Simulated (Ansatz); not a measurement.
The end of the path is a generated cell of GaPt: the first start was made by placing the elements on the sites of a structure type, and the end was not matched to a known phase here, so it may be hypothetical.

A geometry of GaPt away from equilibrium: the start of the relaxation of a generated trial cell of GaPt in the AFLOW prototype AB_hP6_154_a_b (B9, as in HgS). Calculation: PBE (plane waves to 420 eV, PAW, scalar-relativistic; Ansatz, a program for electronic structure). Γ-centred k-mesh 10×10×4 on the run's cell (coarser than for final values), Fermi–Dirac smearing 0.05 eV.

```xyz
6
Lattice="3.6528 0.0000 0.0000 -1.8264 3.1635 0.0000 0.0000 0.0000 8.3685" Properties=species:S:1:pos:R:3 pbc="T T T"
Pt     2.6293     0.0000     5.5790
Pt    -1.3147     2.2771     2.7895
Pt     0.5118     0.8864     0.0000
Ga     1.7859     0.0000     1.3947
Ga    -0.8929     1.5466     6.9737
Ga     0.9335     1.6168     4.1842
```

### Question
Give the Cartesian forces on all atoms (eV/Å).

### Answer
| atom | Fx | Fy | Fz |
|---|---|---|---|
| Pt1 | -0.75 | 0.00 | 0.00 |
| Pt2 | 0.37 | -0.65 | 0.00 |
| Pt3 | 0.37 | 0.65 | 0.00 |
| Ga4 | 9.45 | 0.00 | 0.00 |
| Ga5 | -4.73 | 8.19 | 0.00 |
| Ga6 | -4.73 | -8.19 | 0.00 |

### Question
What is the pressure?

### Answer
+49.3 GPa, compression positive.

### Question
How much energy per atom can still be gained by relaxing?

### Answer
1.31 eV/atom; the path ends in R-3m (No. 166).

No spin polarisation in the result.

The run could not lose the symmetry of its start: the end is stationary, and may be a saddle point rather than a minimum.
